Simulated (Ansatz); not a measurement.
A plane-wave run on YSi₂

input.yaml (Ansatz 0.2.0)

```yaml
crystal:
  lattice:
    - [3.822031, 0.0, 0.0]
    - [-1.911016, 3.309978, 0.0]
    - [0.0, 0.0, 4.109925]
  atoms:
    - { symbol: Si, position: [0.3333, 0.6667, 0.5] }
    - { symbol: Si, position: [0.6666, 0.3333, 0.5] }
    - { symbol: "Y", position: [0.0, 0.0, 0.0] }
  symmetry: { tolerance: 0.0003 }
kpoints:
  mp_grid: { grid: [10, 10, 8], shift: [0, 0, 0] }
  band_path:
    path:
      - [0.0, 0.0, 0.0]
      - [0.49999988, 1.6e-07, 0.0]
      - [0.33333326, 0.33333357, 0.0]
      - [0.0, 0.0, 0.0]
      - [0.0, 0.0, 0.5]
      - [0.49999988, 1.6e-07, 0.5]
      - [0.33333326, 0.33333357, 0.5]
      - [0.0, 0.0, 0.5]
      - [0.49999988, 1.6e-07, 0.5]
      - [0.49999988, 1.6e-07, 0.0]
      - [0.33333326, 0.33333357, 0.5]
    npoints: 6
magnetization:
  spin_polarized: false
scf:
  occupations: { method: fermi_dirac }
  lower_state_search: "off"
  max_iter: 200
hamiltonian:
  pseudopotentials: { kind: paw }
  xc: r2scan
basis:
  ecutwfc: 500
  fft_grid_basis: typed
output:
  forces: true
  stress: true
  eigenvalues: true
  bader: true
  populations: true
  elf: true
  write_potential: true
  volumetric_format: npy
  dos:
    e_range: [-12, 8]
    de: 0.05
    projected: { site_lists: { Si: [Si], "Y": ["Y"] } }
checkpoint:
  read: saved_state
```

The run starts from an earlier solution of this cell. 

Parts of the output:

```
SCF iter   1: F=-5139.2082 eV  Δρ=1.09e-3  dr2=9.41e-4  dr2_τ=1.94e-4
SCF iter   2: F=-5139.2085 eV  Δρ=4.41e-4  dr2=6.54e-5  dr2_τ=1.97e-5
SCF iter   3: F=-5139.2085 eV  Δρ=1.66e-4  dr2=9.81e-6  dr2_τ=1.77e-6
SCF iter   4: F=-5139.2085 eV  Δρ=6.15e-5  dr2=2.08e-6  dr2_τ=2.25e-7
SCF iter   5: F=-5139.2085 eV  Δρ=1.05e-5  dr2=3.97e-8  dr2_τ=1.36e-9
Free energy (F): -5139.2085 eV
Harris-Foulkes:  -5139.2085 eV  (|F-HF|=4.74e-8)
Internal energy: -5139.1567 eV  (E = F + TS)
E sigma→0 (E₀):  -5139.1826 eV
Entropy (-TS):   -0.0518 eV (-17.277 meV/atom)
Fermi energy:    12.4723 eV
--- Per-component energies (eV) ---
  E_band       = -55.2777
  E_kinetic    = 397.5498
  E_local      = -560.3741  (includes V_loc(G=0)·N_el)
  E_nonlocal   = 100.8515
  E_hartree    = 187.5011
  E_xc         = -276.6191
  E_vxc        = -329.4883  (∫ρ·V_xc dr)
  E_paw        = -3881.2592  (= ΣΔE_a)
  E_vpaw       = -55.1149  (= ΣTr[D̂ρ^β])
  E_aug_tail   = 0.0000  (compensation charges beyond the density's cutoff)
  E_vtau       = 16.2975  (kinetic-family band-sum trace: ∫τ·v_τ [+ j·A + Jᵃ·Aᵃ] dr)
  E_ewald      = -1106.4999
  E_core_change = -0.3068  (= ΣΔE_core)
  E_smearing   = -0.0518  (= −TS)
--- Stress (GPa, compression-positive) ---
       19.1616       0.0000       0.0000
        0.0000      19.1616       0.0000
        0.0000       0.0000       2.9462
  P = ⅓ Tr σ = 13.7565 GPa (137.565 kbar)
--- Bader charges: 3 sites ---
  site symbol  charge [e]  shift [e]
     0     Si     -0.7777     0.8321
     1     Si     -0.7775     0.8321
     2      Y      1.5552     0.0000
```

Origin: a database entry at a rescaled volume. Caveats: atoms or cell far from equilibrium.
